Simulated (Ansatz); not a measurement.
A geometry of Li away from equilibrium: step 2 of the relaxation of a randomly generated symmetric cell of Li (space group No. 191). Method: PBEsol (plane waves to 420 eV, PAW, scalar-relativistic; Ansatz, a program for electronic structure). Γ-centred k-mesh 12×12×6 on the run's cell (coarser than for final values), Fermi–Dirac smearing 0.05 eV. The plane waves were selected for a different cell earlier on the path.

```xyz
2
Lattice="2.9901 0.0000 0.0000 -1.4951 2.5895 0.0000 0.0000 0.0000 5.5227" Properties=species:S:1:pos:R:3 pbc="T T T"
Li     0.0000     0.0000     4.3693
Li     0.0000     0.0000     1.1534
```

**Question.** Give the Cartesian forces on all atoms (eV/Å).

**Answer.** 
| atom | Fx | Fy | Fz |
|---|---|---|---|
| Li1 | 0.00 | 0.00 | -0.68 |
| Li2 | 0.00 | 0.00 | 0.68 |

The path ends in P6/mmm (No. 191) (AFLOW prototype A_hP1_191_a (A_f, as in Sn)). No spin polarisation in the result.

The run could not lower the symmetry of its start; a shaken copy of this end point relaxes with PBEsol to Immm (No. 71) at a tolerance of 0.01 Å, I4/mmm (No. 139) at 0.1 Å, 0.07 eV/atom lower.

The end of the path is a generated cell of Li: the first start was made by a random draw of sites in a space group, and the end was not matched to a known phase here, so it may be hypothetical. Known forms of Li include space group No. 229.
